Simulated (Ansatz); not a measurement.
Relaxed-ion elastic tensor of La3In (Cu3Au type, Pm-3m) in GPa (Voigt order), LDA (plane waves, PAW; program Ansatz); density 7.49 g/cm³, 29.46 Å³ per atom.

|  | 1 | 2 | 3 | 4 | 5 | 6 |
|---|---|---|---|---|---|---|
| 1 | 71.1 | 37.0 | 37.0 | 0.0 | 0.0 | 0.0 |
| 2 | 37.0 | 71.1 | 37.0 | 0.0 | 0.0 | 0.0 |
| 3 | 37.0 | 37.0 | 71.1 | 0.0 | 0.0 | 0.0 |
| 4 | 0.0 | 0.0 | 0.0 | 30.4 | 0.0 | 0.0 |
| 5 | 0.0 | 0.0 | 0.0 | 0.0 | 30.4 | 0.0 |
| 6 | 0.0 | 0.0 | 0.0 | 0.0 | 0.0 | 30.4 |

### Question
Is the crystal mechanically stable?

### Answer
Yes: the smallest eigenvalue of C is 30.4 GPa.

### Question
Work out the Voigt, Reuss and Hill averages.

### Answer
K_V = 48.4, K_R = 48.4, K_H = 48.4; G_V = 25.1, G_R = 23.1, G_H = 24.1 GPa.

### Question
Give Young's modulus, Poisson's ratio, Pugh's ratio and the universal anisotropy index.

### Answer
E = 9KG/(3K + G) = 62.0 GPa; ν = 0.29; K/G = 2.01 (ductile by the Pugh limit of 1.75); A_U = 5G_V/G_R + K_V/K_R − 6 = 0.41.

### Question
Estimate the sound speeds and the Debye temperature.

### Answer
v_l = √((K + 4G/3)/ρ) = 3280 m/s, v_t = √(G/ρ) = 1790 m/s, mean 2000 m/s; Θ = (h/k)(3n/4πV)^(1/3) v_m = 193 K.

### Question
Give the Zener ratio and Young's modulus along [100], [110] and [111].

### Answer
A = 2C44/(C11 − C12) = 1.79; 1/E = S11 − 2(S11 − S12 − S44/2)Γ with Γ = 0, 1/4, 1/3 gives 45.7, 64.9, 75.4 GPa.

### Question
Solve the Christoffel equation for the three sound speeds along [100], [110], [111].

### Answer
Eigenvalues of C_ijkl n_j n_l equal ρv². In km/s, slowest first: [100] 2.02, 2.02, 3.08; [110] 1.51, 2.02, 3.36; [111] 1.69, 1.69, 3.45.

The first step of the workflow began from a Materials Project structure, measured or hypothetical; the Crystallography Open Database files this formula in space group No. 221, but the cells were not matched. Its standing as an ambient phase is unchecked. The cell was relaxed with LDA under the symmetry of its start; of distortions, only those at the zone centre were tested. As this level gives no gap, shear constants depend on the k-mesh and smearing (Fermi–Dirac, 0.1 eV here). Spin–orbit coupling is left out wherever it is not named.

Potentials: the later of the program's two PAW sets.
